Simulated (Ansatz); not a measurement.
Geometry optimisation in Ansatz: input, command and trajectory.

```yaml
crystal:
  lattice:
    - [3.9928182475, 0.0, 0.0]
    - [-1.9964091238, 3.457882035, 0.0]
    - [0.0, 0.0, 6.2121766135]
  atoms:
    - { symbol: Pt, position: [0.0, 0.0, 0.0] }
    - { symbol: Pt, position: [0.3333333333, 0.6666666667, 0.645] }
    - { symbol: Pt, position: [0.6666666667, 0.3333333333, 0.355] }
    - { symbol: S, position: [0.3333333333, 0.6666666667, 0.245] }
    - { symbol: S, position: [0.6666666667, 0.3333333333, 0.755] }
basis:
  ecutwfc: 420
kpoints:
  mp_grid: { grid: [6, 6, 4] }
hamiltonian:
  xc: pbe
scf:
  occupations: { method: gaussian, width: 0.1 }
  lower_state_search: "off"
output:
  forces: true
  stress: true
  eigenvalues: true
relax:
  adjacent_minimum: "off"
  f_tol: 0.04
  max_steps: 70
  cell: { stress_tol: 0.4 }
```

```bash
ansatz run input.yaml --threads 1 --pin off --max-ram 2560MiB --backend cpu --events-out ev --progress --plain --runs-dir out
```

Level of theory: Ansatz, DFT PBE, scalar-relativistic, plane waves, PAW.

Of 8 frames 8 are shown, positions in Å and forces in eV/Å; the SCF threshold varies from step to step. Steps run on the plane waves of an earlier cell, with a Pulay correction in the pressure. The basis is chosen afresh for the last frame, the zero of the energies, and at times for earlier ones too; energy and pressure step there, also at an unchanged geometry.

```xyz
5
Lattice="3.9928 0.0000 0.0000 -1.9964 3.4579 0.0000 0.0000 0.0000 6.2122" Properties=species:S:1:pos:R:3:forces:R:3 pbc="T T T" step=1 free_energy_over_end_meV_per_atom=80.87 pressure_GPa=0.88
Pt    0.0000    0.0000    0.0000    0.0000    0.0000    0.0000
Pt    0.0000    2.3053    4.0069    0.0000    0.0000   -0.0629
Pt    1.9964    1.1526    2.2053    0.0000    0.0000    0.0629
S     0.0000    2.3053    1.5220    0.0000    0.0000   -0.6504
S     1.9964    1.1526    4.6902    0.0000    0.0000    0.6504
5
Lattice="4.0399 0.0000 0.0000 -2.0200 3.4987 0.0000 0.0000 0.0000 5.9101" Properties=species:S:1:pos:R:3:forces:R:3 pbc="T T T" step=2 free_energy_over_end_meV_per_atom=43.69 pressure_GPa=1.49
Pt    0.0000    0.0000    0.0000    0.0000    0.0000    0.0000
Pt    0.0000    2.3325    3.8538    0.0000    0.0000   -0.1716
Pt    2.0200    1.1662    2.0563    0.0000    0.0000    0.1716
S     0.0000    2.3325    1.3628    0.0000    0.0000   -0.2531
S     2.0200    1.1662    4.5472    0.0000    0.0000    0.2531
5
Lattice="4.1425 0.0000 0.0000 -2.0712 3.5875 0.0000 0.0000 0.0000 5.6091" Properties=species:S:1:pos:R:3:forces:R:3 pbc="T T T" step=3 free_energy_over_end_meV_per_atom=15.09 pressure_GPa=-0.60
Pt    0.0000    0.0000    0.0000    0.0000    0.0000    0.0000
Pt    0.0000    2.3917    3.6775    0.0000    0.0000   -0.2043
Pt    2.0712    1.1958    1.9316    0.0000    0.0000    0.2043
S     0.0000    2.3917    1.2342    0.0000    0.0000   -0.0904
S     2.0712    1.1958    4.3749    0.0000    0.0000    0.0904
5
Lattice="4.1766 0.0000 0.0000 -2.0883 3.6171 0.0000 0.0000 0.0000 5.3105" Properties=species:S:1:pos:R:3:forces:R:3 pbc="T T T" step=4 free_energy_over_end_meV_per_atom=9.35 pressure_GPa=4.39
Pt    0.0000    0.0000    0.0000    0.0000    0.0000    0.0000
Pt    0.0000    2.4114    3.4661    0.0000    0.0000    0.0529
Pt    2.0883    1.2057    1.8444    0.0000    0.0000   -0.0529
S     0.0000    2.4114    1.1228    0.0000    0.0000   -0.4404
S     2.0883    1.2057    4.1877    0.0000    0.0000    0.4404
5
Lattice="4.2169 0.0000 0.0000 -2.1085 3.6519 0.0000 0.0000 0.0000 5.3474" Properties=species:S:1:pos:R:3:forces:R:3 pbc="T T T" step=5 free_energy_over_end_meV_per_atom=1.50 pressure_GPa=-0.28
Pt    0.0000    0.0000    0.0000    0.0000    0.0000    0.0000
Pt    0.0000    2.4346    3.4712    0.0000    0.0000   -0.0162
Pt    2.1085    1.2173    1.8763    0.0000    0.0000    0.0162
S     0.0000    2.4346    1.1055    0.0000    0.0000   -0.1604
S     2.1085    1.2173    4.2419    0.0000    0.0000    0.1604
5
Lattice="4.2079 0.0000 0.0000 -2.1039 3.6441 0.0000 0.0000 0.0000 5.3435" Properties=species:S:1:pos:R:3:forces:R:3 pbc="T T T" step=6 free_energy_over_end_meV_per_atom=0.08 pressure_GPa=0.09
Pt    0.0000    0.0000    0.0000    0.0000    0.0000    0.0000
Pt    0.0000    2.4294    3.4476    0.0000    0.0000   -0.0100
Pt    2.1039    1.2147    1.8959    0.0000    0.0000    0.0100
S     0.0000    2.4294    1.0759    0.0000    0.0000   -0.0505
S     2.1039    1.2147    4.2676    0.0000    0.0000    0.0505
5
Lattice="4.2116 0.0000 0.0000 -2.1058 3.6474 0.0000 0.0000 0.0000 5.3315" Properties=species:S:1:pos:R:3:forces:R:3 pbc="T T T" step=7 free_energy_over_end_meV_per_atom=-0.11 pressure_GPa=-0.01
Pt    0.0000    0.0000    0.0000    0.0000    0.0000    0.0000
Pt    0.0000    2.4316    3.4310    0.0000    0.0000    0.0056
Pt    2.1058    1.2158    1.9005    0.0000    0.0000   -0.0056
S     0.0000    2.4316    1.0588    0.0000    0.0000   -0.0093
S     2.1058    1.2158    4.2726    0.0000    0.0000    0.0093
5
Lattice="4.2116 0.0000 0.0000 -2.1058 3.6474 0.0000 0.0000 0.0000 5.3315" Properties=species:S:1:pos:R:3:forces:R:3 pbc="T T T" step=8 free_energy_over_end_meV_per_atom=0.00 pressure_GPa=0.00
Pt    0.0000    0.0000    0.0000    0.0000    0.0000    0.0000
Pt    0.0000    2.4316    3.4310    0.0000    0.0000    0.0067
Pt    2.1058    1.2158    1.9005    0.0000    0.0000   -0.0067
S     0.0000    2.4316    1.0588    0.0000    0.0000   -0.0099
S     2.1058    1.2158    4.2726    0.0000    0.0000    0.0099
```

The start puts this composition into another compound's structure type, which needn't suit it. At the end the space group is P-3m1 (tolerance 0.05 Å).

The run took 28 s on 1 thread of Intel(R) Xeon(R) 6975P-C (Granite Rapids), on a shared host, peak memory 0.45 GiB.

The k mesh is coarse. Spin–orbit coupling is left out, which can shift energies with elements as heavy as these.